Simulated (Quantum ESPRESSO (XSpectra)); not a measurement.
**Se K-edge X-ray absorption spectrum (XANES) of ZrSe2 (P-3m1)**

```cif
data_Se2Zr
_chemical_formula_sum 'Zr1 Se2'
_space_group_name_H-M_alt 'P 1'
_space_group_IT_number 1
_cell_length_a 3.81115
_cell_length_b 3.81115
_cell_length_c 6.39991
_cell_angle_alpha 90.000
_cell_angle_beta 90.000
_cell_angle_gamma 120.000
loop_
_space_group_symop_operation_xyz
  'x, y, z'
loop_
_atom_site_label
_atom_site_type_symbol
_atom_site_fract_x
_atom_site_fract_y
_atom_site_fract_z
_atom_site_occupancy
Zr1 Zr 0.00000 0.00000 0.00000 1
Se1 Se 0.66667 0.33333 0.75588 1
Se2 Se 0.33333 0.66667 0.24412 1
```

Geometry: Materials Project entry mp-2076 (a computed structure). The cell is the entry's, not relaxed again.

Absorber: atom 2, Se on Wyckoff site d (site symmetry 3m.), with 3 Zr at 2.70 Å.

Simulated with Quantum ESPRESSO (XSpectra): LDA, full core hole, dipole K-edge X-ray absorption, plane waves, Troullier-Martins potentials made with ld1.x and PseudoDojo potentials for the other elements (Perdew-Zunger form enforced), scalar-relativistic, no spin, constant broadening.

12-atom cell (absorber images 7.5 Å apart), 56 Ry, k meshes 2×2×2 (SCF) and 3×3×3 (spectrum), Lorentzian half width 1.5 eV. The ground-state test found a gap, so occupations are fixed and the excited electron is left out (charged cell on a uniform background); energies count from the highest occupied level. Field directions run: x; z, weighted by the site's symmetry in the crystal. Intensities are scaled to a mean of 1 over 0–35 eV.

(E (eV), intensity (scaled)): (-5.0, 0.08); (-4.5, 0.09); (-4.0, 0.10); (-3.5, 0.12); (-3.0, 0.13); (-2.5, 0.15); (-2.0, 0.18); (-1.5, 0.21); (-1.0, 0.26); (-0.5, 0.32); (0.0, 0.40); (0.5, 0.51); (1.0, 0.62); (1.5, 0.73); (2.0, 0.81); (2.5, 0.87); (3.0, 0.94); (3.5, 1.01); (4.0, 1.06); (4.5, 1.04); (5.0, 1.00); (5.5, 0.98); (6.0, 1.00); (6.5, 1.05); (7.0, 1.10); (7.5, 1.15); (8.0, 1.21); (8.5, 1.27); (9.0, 1.32); (9.5, 1.35); (10.0, 1.36); (10.5, 1.32); (11.0, 1.25); (11.5, 1.15); (12.0, 1.06); (12.5, 0.98); (13.0, 0.93); (13.5, 0.89); (14.0, 0.87); (14.5, 0.85); (15.0, 0.84); (15.5, 0.84); (16.0, 0.85); (16.5, 0.86); (17.0, 0.88); (17.5, 0.90); (18.0, 0.92); (18.5, 0.94); (19.0, 0.96); (19.5, 0.97); (20.0, 0.98); (20.5, 1.00); (21.0, 1.02); (21.5, 1.03); (22.0, 1.04); (22.5, 1.05); (23.0, 1.05); (23.5, 1.06); (24.0, 1.06); (24.5, 1.07); (25.0, 1.06); (25.5, 1.05); (26.0, 1.05); (26.5, 1.05); (27.0, 1.06); (27.5, 1.08); (28.0, 1.08); (28.5, 1.08); (29.0, 1.07); (29.5, 1.04); (30.0, 1.02); (30.5, 1.00); (31.0, 0.97); (31.5, 0.96); (32.0, 0.96); (32.5, 0.96); (33.0, 0.96); (33.5, 0.95); (34.0, 0.94); (34.5, 0.93)

The absolute edge energy is not computed.
